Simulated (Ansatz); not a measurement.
All numbers below come from DFT PBE, scalar-relativistic, plane waves, PAW in Ansatz. All cells share a 420 eV cutoff and Γ-centred k meshes spaced at most about 0.3 Å⁻¹ (about 0.25 or finer for metals, 2π included). Collinear spin in cells that started with moments and kept them past the coarse steps, no spin elsewhere.

These are static total energies at zero pressure.

Two forms of Mg4TiN were relaxed alike.

A. (site moments Ti -0.8 μB)

```xyz
6
Lattice="2.8598 0.0000 0.0000 0.0000 2.8598 0.0000 0.0000 0.0000 13.2429" Properties=species:S:1:pos:R:3 pbc="T T T"
Mg    1.4299    1.4299    5.4143
Mg    1.4299    1.4299   10.9358
Mg    1.4299    1.4299    2.3070
Mg    1.4299    1.4299    7.8285
Ti    0.0000    0.0000    0.0000
N     0.0000    0.0000    6.6214
```

B. (site moments Ti 2.2; N 0.1 μB)

```xyz
6
Lattice="0.0000 4.3526 4.3526 4.3526 0.0000 4.3526 4.3526 4.3526 0.0000" Properties=species:S:1:pos:R:3 pbc="T T T"
Mg    3.3005    5.4048    5.4048
Mg    5.4048    3.3005    5.4048
Mg    5.4048    5.4048    3.3005
Mg    3.3005    3.3005    3.3005
Ti    6.5289    6.5289    6.5289
N     2.1763    2.1763    2.1763
```

Question: Which form is favoured at zero pressure, and by what margin per atom?

Answer: A is lower, by 273 meV/atom. A has space group P4/mmm (No. 123), 18.1 Å³/atom and no gap on its mesh; B has space group F-43m (No. 216), 27.5 Å³/atom and no gap. Counting Mg or Ti atoms around N (for each partner element, those within 1.25 times its shortest distance or 1.15 times the sum of covalent radii, where it is the nearest in units of that sum or under 1.3), A has N 8 and B has N 4. The denser one is the lower, and pressure would at first widen the difference. Even the lower one lies +0.18 eV/atom against the reference forms of the elements (uncorrected), so neither is stable at this level. Both come from invented guesses.

The magnetic state reached may not be the lowest. Cells relaxed within their symmetry can be saddle points. Some structure types and database cells were kept out of the candidates from the start, so a known form may be missing.
